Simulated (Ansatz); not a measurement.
SrTiO3 (cubic perovskite)

```xyz
5
Lattice="3.8911 0.0000 0.0000 0.0000 3.8911 0.0000 0.0000 0.0000 3.8911" Properties=species:S:1:pos:R:3 pbc="T T T"
Sr     0.0000     0.0000     0.0000
Ti     1.9455     1.9455     1.9455
O      0.0000     1.9455     1.9455
O      1.9455     1.9455     0.0000
O      1.9455     0.0000     1.9455
```

This relaxed cell (volume V₀) is scaled evenly in all directions, its shape held. Symmetry pins the atoms to their sites.

These are PBEsol (plane waves to 420 eV, PAW, scalar-relativistic; Ansatz, a quantum-chemistry and plane-wave program) values and carry that method's errors. k mesh 9×9×9 (Γ-centred), Fermi-Dirac smearing 0.05 eV. The energy includes the smearing's −TS. SrTiO3 is run without spin polarisation. SrTiO3 was relaxed with its symmetry unable to fall. ΔE is measured from the relaxed starting cell.

```tsv
V (Å³/atom)	ΔE (meV/atom)
9.897	238.8
10.212	157.0
10.526	95.2
10.840	50.8
11.154	21.4
11.468	5.1
11.783	0.0
12.097	4.6
12.411	17.7
12.725	38.1
13.039	64.7
13.354	96.9
13.668	133.8
```

### Question
What is the fitted pressure derivative B₀′?

### Answer
4.4.

### Question
What bulk modulus B₀ follows from a third-order Birch-Murnaghan fit?

### Answer
186 GPa. Check by three points about V = 11.783 Å³/atom, step 0.314: d²E/dV² ≈ (5.1 − 2·0.0 + 4.6) meV / 0.314² = 0.0982 eV/Å⁶, and V·d²E/dV² × 160.2 = 185 GPa.

(A scan under strain: stresses follow from slopes of the energy per volume, elastic moduli from its curvatures.)
